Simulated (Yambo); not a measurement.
Yambo run on Cs2LiAlF6 (space group P-3m1, No. 164). The wavefunctions are norm-conserving LDA (Quantum ESPRESSO, 84 Ry, without SOC) ones on a 3×3×2 mesh (33 occupied bands); a = b = 6.298 Å, c = 5.103 Å, α = β = 90.00°, γ = 120.00°.

Yambo input:

```
rim_cut
gw0
dyson
el_el_corr
HF_and_locXC
ppa
em1d
RandQpts= 1000000
RandGvec= 1 Ry
EXXRLvcs= 84 Ry
VXCRLvcs= 336 Ry
Chimod= "HARTREE"
% BndsRnXp
 2 | 151 |
%
NGsBlkXp= 5 Ry
% LongDrXp
 1.0 | 1.0 | 1.0 |
%
PPAPntXp= 27.2114 eV
% GbndRnge
 1 | 151 |
%
GTermKind= "BG"
DysSolver= "n"
ExtendOut
% QPkrange
 1 | 1 | 33 | 34 |
%
```

k points by index: 1 = Γ.

The o-*.qp file then holds:

```
#    K-point    Band    Eo [eV]    E [eV]    E-Eo [eV]    Vxc [eV]    Vnlxc [eV]    Sc|Eo [eV]    Sc|E [eV]    dSc/dw|Eo [eV]    Re(Z)    Im(Z)
#
    1    33    0.000000    -2.636945    -2.636945    -22.44226    -30.44699    4.772767    5.367787    -6.139820    0.815902    -0.001165
    1    34    6.562587    8.174472    1.611885    -8.980179    -4.370074    -2.806038    -2.998219    -3.244196    0.893477    -0.690250E-3
```
(The two width columns are left out.) Convergence of these settings isn't established.

Geometry of the Materials Project entry, not relaxed at this level.

The structure is a Materials Project entry; no match was found in the copy of COD used, and its stability was not checked.
